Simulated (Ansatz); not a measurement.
Total density of states per atom from DFT-r²SCAN in the program Ansatz with PAW potentials, in 0.25 eV bins, energy from the Fermi level:

(E (eV), states/eV/atom): (-7.85, 0.00); (-7.60, 0.00); (-7.35, 0.00); (-7.10, 0.00); (-6.85, 0.00); (-6.60, 0.00); (-6.35, 0.00); (-6.10, 0.00); (-5.85, 0.00); (-5.60, 0.00); (-5.35, 0.00); (-5.10, 0.00); (-4.85, 0.00); (-4.60, 0.01); (-4.35, 0.11); (-4.10, 0.41); (-3.85, 0.80); (-3.60, 0.59); (-3.35, 0.43); (-3.10, 0.27); (-2.85, 0.41); (-2.60, 0.58); (-2.35, 0.69); (-2.10, 1.24); (-1.85, 1.27); (-1.60, 0.66); (-1.35, 0.37); (-1.10, 0.46); (-0.85, 0.97); (-0.60, 1.69); (-0.35, 0.73); (-0.10, 0.36); (0.15, 0.43); (0.40, 0.61); (0.65, 1.08); (0.90, 0.73); (1.15, 0.57); (1.40, 0.79); (1.65, 1.08); (1.90, 1.31); (2.15, 1.14); (2.40, 1.16); (2.65, 1.10); (2.90, 0.90); (3.15, 0.84); (3.40, 0.73); (3.65, 0.85)

Question: Which compound is it?
(A) YTiGe, P4/nmm (Y on 2c, Ti on 2a, Ge on 2c)
(B) Ti2S3, C2/m (Pearson symbol mS20)
(C) Ni6Ge2B, P-62m (Ni on 3f, Ni on 3g, Ge on 2c, B on 1b)
(D) LaNiGe3, I4mm (La on 2a, Ni on 2a, Ge on 4b, Ge on 2a)

Answer: A, YTiGe, P4/nmm (Y on 2c, Ti on 2a, Ge on 2c). Within 0.5 eV of the Fermi level: Ti 3d 45 %, Y 4d 40 %, Ge 4p 8 %. Projections are on Löwdin-orthogonalised atomic valence shells; empty p or d shells of many metals are not among them.

The workflow started from a Materials Project entry (that database holds measured and hypothetical structures alike); the Crystallography Open Database files this formula in space group No. 129, but the cells were not matched. Its standing as an ambient phase is unchecked. The r²SCAN relaxation kept the symmetry of its start, as lowered by the spin order; its stability against distortions is not shown here. Spin order of the final state: ferrimagnetic, chosen from 2 collinear starts compared on coarse meshes (ties went to the first, and starts can fall back to one state), not a proven ground state. Other orbital occupations within this spin state were not tried. Scalar-relativistic: spin–orbit coupling is off unless named, which matters more the heavier the elements.

Potentials: the later of the program's two PAW sets.
